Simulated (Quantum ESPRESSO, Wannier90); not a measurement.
**Wannier functions of PbSe (rock salt)**

```
PbSe
1.0
    0.00000     3.09083     3.09083
    3.09083     0.00000     3.09083
    3.09083     3.09083     0.00000
Pb Se
1 1
Cartesian
  0.00000   0.00000   0.00000
  3.09083   3.09083   3.09083
```

Materials Project entry mp-2201; symmetrised, unrelaxed at this level. COD (Crystallography Open Database) has an entry of this formula and space group (matched by these alone). Method: PBE plane waves in Quantum ESPRESSO 7.5 (PseudoDojo norm-conserving files, 69 Ry, no spin polarisation, no spin-orbit coupling), Bloch states on a 10×10×10 mesh through Γ, Wannier90 4.0.1. Density: 10×10×10 mesh, cold smearing 0.01 Ry. Spin-orbit coupling is left out although heavy elements are present.

Base run: 8 functions from bands 11-25 of the 25 computed, start hydrogen-like Pb: s;p; Se: s;p, frozen window up to 1.89 eV relative to the valence-band maximum, outer window open. One setting was then changed (edges relative to the valence-band maximum; misfit to pw.x on a path, for states up to 1.4 eV relative to the valence-band maximum).

```
run      Ω_I (Å²)  rms misfit (meV)  worst (meV)
-------  --------  ----------------  -----------
base        11.68               1.4           16
changed     13.43               0.3          2.4
```

Which change was made?
A. only the lowest 10 of the kept bands
B. no frozen window
C. frozen window to -0.11 eV
D. frozen window to 2.89 eV
E. frozen window to 1.39 eV

A, only the lowest 10 of the kept bands. The others give:

| run | Ω_I (Å²) | rms misfit (meV) | worst (meV) |
|---|---|---|---|
| frozen window to 2.89 eV | 12.33 | 0.8 | 6.5 |
| frozen window to -0.11 eV | 11.07 | 57 | 413 |
| frozen window to 1.39 eV | 11.41 | 2.2 | 27 |
| no frozen window | 10.06 | 240 | 906 |
